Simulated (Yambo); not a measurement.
```
CELL_PARAMETERS angstrom
      2.51243     0.00000     0.00000
     -1.25621     2.17583     0.00000
      0.00000     0.00000     7.70726
ATOMIC_POSITIONS crystal
  B  0.33333 0.66667 0.25000
  B  0.66667 0.33333 0.75000
  N  0.33333 0.66667 0.75000
  N  0.66667 0.33333 0.25000
```

BN (space group P6_3/mmc, No. 194): G0W0@PBEsol in Yambo (6×6×2 Γ-centred k mesh, 94 bands and a 10 Ry block in the screening, 94 bands in G with the Bruneval-Gonze terminator, plasmon pole fitted at 27.2 eV) on wavefunctions from Quantum ESPRESSO. With the symmetry operations that carry no fractional translation, the mesh has 14 irreducible k points, and the gap H → M is 6.225 eV.

Q: What changes when point-group symmetry is switched off and time reversal alone is kept?

A: The mesh then has 40 irreducible points. The exact result doesn't change; the run gives 6.229 eV, and the difference is numerical residue, whose source wasn't traced. Rough time against the symmetric run: about 3× for the empty bands, about 2× for Yambo (3 states against 4).

Geometry of the Materials Project entry, not relaxed at this level.

The distance between layers or molecules is the database entry's, not relaxed here. Functionals without dispersion can leave it too large, which widens gaps and weakens the response across layers: the numbers belong to this cell.
